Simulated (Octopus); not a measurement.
CsI (Fm-3m, No. 225), cubic lattice constant 7.810 Å. This is not, or not surely, the usual phase at ambient conditions; the cell is a database entry, not relaxed again.

Level: LDA. Code: Octopus 16.4. Numerical set-up: grid spacing about 0.17 Å, Γ-centred 4×4×4 k-mesh, Fermi-Dirac smearing of 0.01 eV, no spin polarisation; PseudoDojo 0.4 LDA potentials. Spin-orbit coupling is left out. The cell is scaled uniformly. Energies of the lowest empty band count from each cell's highest valence level among the special points, at Γ; they are Kohn-Sham values at fixed points of the zone.

```csv
a (Å),ln(V/V₀),Γ (eV),X (eV),L (eV)
7.459,-0.1381,3.825,4.058,5.806
7.537,-0.1069,3.756,4.109,5.752
7.615,-0.0760,3.689,4.155,5.698
7.693,-0.0453,?,?,?
7.771,-0.0150,3.565,4.235,5.587
7.810,0.0000,3.536,4.252,5.559
7.888,0.0299,3.479,4.284,5.503
```

V₀ is the volume of the database cell.

Q: Fit each column by a quadratic in ln V through the rows shown. Give the volume deformation potentials dE/d ln V at the withheld row, and predict that row.

A: Fits: Γ: 3.536 −1.92 x +1.3 x²; X: 4.252 +1.11 x −2.1 x²; L: 5.559 −1.86 x −0.5 x², with x = ln(V/V₀). At x = -0.0453 the slopes are −2.0 eV (Γ), +1.3 eV (X), −1.8 eV (L). Predicted against computed: 3.625 against 3.625 eV, 4.197 against 4.197 eV, 5.643 against 5.643 eV.

The lowest of these levels is that at Γ in all rows.
